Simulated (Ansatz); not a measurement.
# RhC2 in the fluorite structure

Method: PBEsol, scalar-relativistic; no spin polarisation; PAW, 420 eV, 12×12×12 k-mesh, Gaussian smearing of 0.05 eV; code Ansatz; PAW files: Ansatz's generated set soft_2.

```yaml
crystal:
  lattice:
    - [0.00000, 2.44125, 2.44125]
    - [2.44125, 0.00000, 2.44125]
    - [2.44125, 2.44125, 0.00000]
  atoms:
    - { symbol: Rh, position: [0.00000, 0.00000, 0.00000] }
    - { symbol: C, position: [0.25000, 0.25000, 0.25000] }
    - { symbol: C, position: [0.75000, 0.75000, 0.75000] }
```

The start was a prototype's sites filled with these elements, not a measured cell.

The run above is the reference. The same cell was run again with other input settings; several of them aren't fit for production, so the rows show the settings' effect and aren't properties of the material.

```tsv
keys changed	outcome	ΔE (meV/atom)	P (GPa)	gap on the mesh (eV)	cell moment (μB)	largest force component (eV/Å)	SCF iterations	rough core-seconds	new warnings
none (reference)	converged	0.0	-0.1	metal	–	0.000	–	–	–
crystal.symmetry: {"detect": false}; kpoints.mp_grid.grid: [12, 12, 12] → [6, 6, 6]	converged	-15.1	-0.1	metal	–	0.000	6	12	–
scf.occupations.method: "gaussian" → "cold"; scf.occupations.width: 0.05 → 0.001	converged	0.1	-0.3	metal	–	0.000	7	4	–
basis.ecutwfc: 420 → "550 eV"; hamiltonian.pseudopotentials: {"kind": "paw", "source": "jth"}; magnetization: {"noncollinear": true, "spin_orbit": true}	refused	–	–	–	–	–	0	0.1	–
scf.occupations.width: 0.05 → null; scf.occupations.method: "gaussian" → "tetrahedron"	converged	0.4	0.2	metal	–	0.000	7	4	band table not solved further; tetrahedron derivatives may miss energy slope
kpoints.mp_grid.grid: [12, 12, 12] → [18, 18, 18]; basis.ecutwfc: 420 → "550 eV"	converged	-1.0	0.1	metal	–	0.000	6	12	–
scf.n_extra_bands: 1; scf.mixing.preconditioner: "kerker_dos"	converged	0.0	-0.1	metal	–	0.000	8	4	–
accuracy: "medium"	converged	0.0	-0.1	metal	–	0.000	6	5	–
```

These changes also left energy (to 0.1 meV/atom), pressure, gap, moment and forces as in the reference: scf.algorithm: "density_mixing"; scf.mixing.algorithm: "msr1"; scf.mixing.beta: 0.2; scf.mixing.ndim: 4.

ΔE is the energy with the smearing extrapolated to zero. It is left out where the change alters the Hamiltonian or the spin treatment. The varied runs start from atomic densities (corrected by the program's trained start where that serves), with the default search for lower states unless a row changes it.

- Message for «basis.ecutwfc: 420 → "550 eV"; hamiltonian.pseudopotentials: {"kind": "paw", "source": "jth"}; magnetization: {"noncollinear": true, "spin_orbit": true}»: inconsistent input (magnetization.spin_orbit, hamiltonian.pseudopotentials.kind): true requires a fully-relativistic hamiltonian.pseudopotentials.kind (nc_fr or paw_fr), or kind: all_electron without datasets and azcp, which then solves Dirac's equation on LAPW.

(1) What happens with these changes: hamiltonian.hubbard: {"sites": [{"species": "Rh", "l": "d", "u_eff": 6.0}], "double_counting": "fll"}?

Answer:

(1) outcome converged, P (GPa) 2.0, gap on the mesh (eV) metal, largest force component (eV/Å) 0.000, SCF iterations 9, rough core-seconds 7, new warnings filled band counts differ across k points.

Of the reference: The cell is a metal with an odd number of electrons, and spin polarisation wasn't tried.
